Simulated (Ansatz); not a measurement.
Consider the following.

BN:
```yaml
crystal:
  lattice:
    - [2.54391, 0.00000, 0.00000]
    - [-1.27196, 2.20309, 0.00000]
    - [0.00000, 0.00000, 4.20786]
  atoms:
    - { symbol: B, position: [0.66667, 0.33333, 0.99991] }
    - { symbol: B, position: [0.33333, 0.66667, 0.49991] }
    - { symbol: N, position: [0.66667, 0.33333, 0.62529] }
    - { symbol: N, position: [0.33333, 0.66667, 0.12529] }
```

This is the r²SCAN-relaxed structure. Tensor components refer to the Cartesian frame of this cell.

Question: All from DFT-r²SCAN in the program Ansatz with PAW potentials, unless another level is named. Give the bulk modulus (Birch–Murnaghan fit).

Answer: 391 GPa.

Question: Next, the elastic constants (relaxed ions, GPa)?

Answer: C11 = 977, C12 = 135, C13 = 59.2, C33 = 1060, C44 = 350.

Question: Predict the piezoelectric stress constants (proper, relaxed ions, C/m²).

Answer: e15 = e24 = -0.41, e31 = e32 = -0.46, e33 = 1.22.

Space group P6_3mc (wurtzite). The cell was relaxed with r²SCAN under the symmetry of its start.

Potentials: the later of the program's two PAW sets.
